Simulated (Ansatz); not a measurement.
Ru:
Space group P6₃/mmc (No. 194); a = 2.721 Å, b = 2.721 Å, c = 4.295 Å, α = 90.00°, β = 90.00°, γ = 120.00°

```json
[
 {"atom": "Ru", "site": "2d", "symmetry": "-6m2", "x": "0.6667", "y": "0.3333", "z": "0.2500"}
]
```

Relaxed with PBE.

**Question.** Which orbitals make up the states near the Fermi level in PBE (plane waves, PAW; program Ansatz)?

**Answer.** Within 0.5 eV of the Fermi level: Ru 4d 93 %. Projections are on Löwdin-orthogonalised atomic valence shells; empty p or d shells of many metals are not among them.

**Question.** Tabulate the density of states.

**Answer.** States/eV per cell of 2 atoms, in 0.25 eV bins, energy from the Fermi level.

| E (eV) | total | Ru 4d | Ru 5s | Ru 4p |
|---|---|---|---|---|
| -7.85 | 0.02 | 0.00 | 0.02 | 0.00 |
| -7.60 | 0.07 | 0.00 | 0.06 | 0.00 |
| -7.35 | 0.10 | 0.00 | 0.09 | 0.00 |
| -7.10 | 0.13 | 0.00 | 0.11 | 0.00 |
| -6.85 | 0.16 | 0.00 | 0.14 | 0.00 |
| -6.60 | 0.19 | 0.01 | 0.17 | 0.00 |
| -6.35 | 0.24 | 0.02 | 0.20 | 0.00 |
| -6.10 | 0.89 | 0.58 | 0.29 | 0.01 |
| -5.85 | 2.20 | 1.65 | 0.50 | 0.01 |
| -5.60 | 2.79 | 2.23 | 0.51 | 0.02 |
| -5.35 | 3.47 | 2.95 | 0.47 | 0.02 |
| -5.10 | 2.81 | 2.44 | 0.33 | 0.02 |
| -4.85 | 2.40 | 2.10 | 0.27 | 0.02 |
| -4.60 | 1.96 | 1.77 | 0.16 | 0.02 |
| -4.35 | 3.15 | 2.87 | 0.24 | 0.03 |
| -4.10 | 2.27 | 2.10 | 0.14 | 0.02 |
| -3.85 | 2.85 | 2.67 | 0.13 | 0.02 |
| -3.60 | 2.93 | 2.71 | 0.17 | 0.02 |
| -3.35 | 1.67 | 1.52 | 0.12 | 0.01 |
| -3.10 | 1.86 | 1.77 | 0.07 | 0.01 |
| -2.85 | 3.87 | 3.65 | 0.16 | 0.02 |
| -2.60 | 3.00 | 2.82 | 0.13 | 0.01 |
| -2.35 | 3.05 | 2.86 | 0.14 | 0.01 |
| -2.10 | 3.50 | 3.30 | 0.15 | 0.01 |
| -1.85 | 2.82 | 2.62 | 0.14 | 0.01 |
| -1.60 | 3.47 | 3.20 | 0.18 | 0.02 |
| -1.35 | 2.92 | 2.69 | 0.16 | 0.01 |
| -1.10 | 2.16 | 1.97 | 0.13 | 0.01 |
| -0.85 | 1.95 | 1.78 | 0.11 | 0.01 |
| -0.60 | 1.86 | 1.69 | 0.10 | 0.00 |
| -0.35 | 1.79 | 1.65 | 0.08 | 0.00 |
| -0.10 | 1.68 | 1.57 | 0.06 | 0.00 |
| 0.15 | 1.64 | 1.54 | 0.06 | 0.00 |
| 0.40 | 1.73 | 1.64 | 0.06 | 0.00 |
| 0.65 | 2.12 | 2.03 | 0.06 | 0.00 |
| 0.90 | 2.64 | 2.54 | 0.07 | 0.00 |
| 1.15 | 3.23 | 3.11 | 0.09 | 0.00 |
| 1.40 | 4.05 | 3.90 | 0.11 | 0.00 |
| 1.65 | 3.74 | 3.59 | 0.13 | 0.00 |
| 1.90 | 0.91 | 0.75 | 0.14 | 0.00 |
| 2.15 | 0.53 | 0.33 | 0.16 | 0.00 |
| 2.40 | 0.52 | 0.28 | 0.18 | 0.00 |
| 2.65 | 0.51 | 0.25 | 0.19 | 0.00 |
| 2.90 | 0.52 | 0.23 | 0.20 | 0.00 |
| 3.15 | 0.51 | 0.21 | 0.21 | 0.00 |
| 3.40 | 0.51 | 0.19 | 0.22 | 0.00 |
| 3.65 | 0.52 | 0.18 | 0.23 | 0.00 |
| 3.90 | 0.51 | 0.15 | 0.22 | 0.00 |
| 4.15 | 0.48 | 0.13 | 0.21 | 0.00 |
| 4.40 | 0.47 | 0.11 | 0.20 | 0.00 |
| 4.65 | 0.45 | 0.10 | 0.19 | 0.00 |

Space group P6_3/mmc (hcp (Mg type)). The PBE relaxation kept the symmetry of its start. The run is not spin-polarised. Axis ratios of metals converge slowly with the k-mesh, so a and c are less sure than the volume. Scalar-relativistic: spin–orbit coupling is off unless named, which matters more the heavier the elements.

Potentials: the later of the program's two PAW sets.
